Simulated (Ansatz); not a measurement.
The relaxed structure here is a generated cell of AlCu: the first start was made by placing the elements on the sites of a structure type, and the end was not matched to a known phase here, so it may be hypothetical.

A relaxed cell of AlCu (Fm-3m (No. 225)), relaxed on a k-mesh at least as fine as the one used below. Calculation: PBE (plane waves to 420 eV, PAW, scalar-relativistic; Ansatz, an electronic-structure program). Γ-centred k-mesh 11×11×11 on the run's cell (coarser than for final values), Fermi–Dirac smearing 0.05 eV.

```
AlCu
1.0
    0.00000     5.05045     5.05045
    2.52522     2.52522     5.05045
    2.52522     2.52522     0.00000
Cu Al
2 2
Direct
  0.00000   0.00000   0.00000
  0.50000   0.00000   0.00000
  0.00000   0.50000   0.50000
  0.50000   0.50000   0.50000
```

The atoms are displaced along an unstable phonon of this cell by (Å):

```
atom     ux     uy      uz
----  -----  -----  ------
Cu1   0.000  0.000   0.099
Cu2   0.000  0.000  -0.099
Al3   0.000  0.000   0.150
Al4   0.000  0.000  -0.150
```

### Question
What forces (eV/Å) and pressure result?

### Answer
| atom | Fx | Fy | Fz |
|---|---|---|---|
| Cu1 | 0.00 | 0.00 | 0.73 |
| Cu2 | 0.00 | 0.00 | -0.73 |
| Al3 | 0.00 | 0.00 | 0.38 |
| Al4 | 0.00 | 0.00 | -0.38 |

Pressure -1.0 GPa.

### Question
Estimate the energy cost of the displacement in the harmonic approximation and compare with the calculation.

### Answer
For a harmonic well ΔE = −½ Σ F·u = -0.129 eV a cell, or -32 meV/atom. The calculated energy relative to the undisplaced cell is -0.04 eV/atom, so the harmonic estimate holds well.

The undisplaced cell is probably no minimum: from this displacement the run went on to P4/nmm (No. 129), 0.36 eV/atom below it.

No spin polarisation in the result.
